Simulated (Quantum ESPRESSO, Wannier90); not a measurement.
**GaP (zinc blende): Wannier90 run**

```
CELL_PARAMETERS angstrom
      0.00000     2.72581     2.72581
      2.72581     0.00000     2.72581
      2.72581     2.72581     0.00000
ATOMIC_POSITIONS crystal
  Ga 0.00000 0.00000 0.00000
  P  0.75000 0.75000 0.75000
```

Cell from Materials Project (mp-2490), symmetrised, no further relaxation. COD (Crystallography Open Database) has an entry of this formula and space group (matched by these alone). Computed values, not measurements, from LDA: Quantum ESPRESSO (norm-conserving PseudoDojo potentials, cutoff 64 Ry, no spin polarisation, no spin-orbit coupling) on a Γ-centred 8×8×8 mesh, then Wannier90. Density: 10×10×10 mesh, cold smearing 0.01 Ry.

Functional, cutoff and mesh named above are those of the base row (1); the first column says what each row takes instead. Model: 4 functions from bands 6-9, start SCDM (isolated) (the valence bands). Energies are relative to the valence-band maximum; the misfit is to pw.x on a path, for all bands of the set. The lattice is scaled uniformly, fractional positions fixed. Ω_total can sit in another minimum from row to row; Ω_I of an isolated set cannot.

```
scale  Ω_I (Å²)  Ω_total (Å²)  rms misfit (meV)  gap (eV)  bottom of band 6 (eV)
-----  --------  ------------  ----------------  --------  ---------------------
0.97       7.19          7.76                13      1.28                 -13.24
0.99       7.39          7.95                14      1.40                 -12.74
1          7.51          8.06                15      1.45                 -12.51
1.01       7.64          8.18                17      1.35                 -12.30
1.03       7.92          8.46                22      0.89                 -11.88
```
